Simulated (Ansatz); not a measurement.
Input:

Te3Pd13:
```
CELL_PARAMETERS angstrom
      0.00000     6.39311     6.39311
      6.39311     0.00000     6.39311
      6.39311     6.39311     0.00000
ATOMIC_POSITIONS crystal
  Te 0.50000 0.50000 0.50000
  Te 0.75000 0.75000 0.75000
  Te 0.62500 0.12500 0.12500
  Te 0.12500 0.12500 0.62500
  Te 0.12500 0.62500 0.12500
  Te 0.12500 0.12500 0.12500
  Pd 0.38561 0.38561 0.38561
  Pd 0.40684 0.86439 0.86439
  Pd 0.38561 0.38561 0.84316
  Pd 0.86439 0.40684 0.86439
  Pd 0.84316 0.38561 0.38561
  Pd 0.86439 0.86439 0.86439
  Pd 0.38561 0.84316 0.38561
  Pd 0.86439 0.86439 0.40684
  Pd 0.00000 0.00000 0.00000
  Pd 0.25000 0.25000 0.25000
  Pd 0.76319 0.76319 0.23681
  Pd 0.01319 0.01319 0.48681
  Pd 0.23681 0.23681 0.76319
  Pd 0.48681 0.48681 0.01319
  Pd 0.23681 0.76319 0.76319
  Pd 0.48681 0.01319 0.01319
  Pd 0.76319 0.23681 0.23681
  Pd 0.01319 0.48681 0.48681
  Pd 0.76319 0.23681 0.76319
  Pd 0.01319 0.48681 0.01319
  Pd 0.23681 0.76319 0.23681
  Pd 0.48681 0.01319 0.48681
  Pd 0.62500 0.62500 0.62500
  Pd 0.12500 0.62500 0.62500
  Pd 0.62500 0.62500 0.12500
  Pd 0.62500 0.12500 0.62500
```

This is the r²SCAN-relaxed structure.

Q: All from DFT-r²SCAN in the program Ansatz with PAW potentials, unless another level is named. Predict the electronic character.

A: metallic (no gap).

Q: Next, the density of states at the Fermi level?

A: 0.57 states/eV per atom (mean over ±0.08 eV).

Q: Give the formation energy from the elements (no fitted shifts).

A: -0.22 eV/atom.

Space group Fd-3m. The first step of the workflow began from a Materials Project structure, measured or hypothetical; the Crystallography Open Database files this formula in space group No. 227, but the cells were not matched. Its standing as an ambient phase is unchecked. The cell was relaxed with r²SCAN under the symmetry of its start; its stability against distortions is not shown here. The run is not spin-polarised. The references are the lowest solids computed at this level, not always the standard phases. Spin–orbit coupling is left out wherever it is not named.

Potentials: the later of the program's two PAW sets.
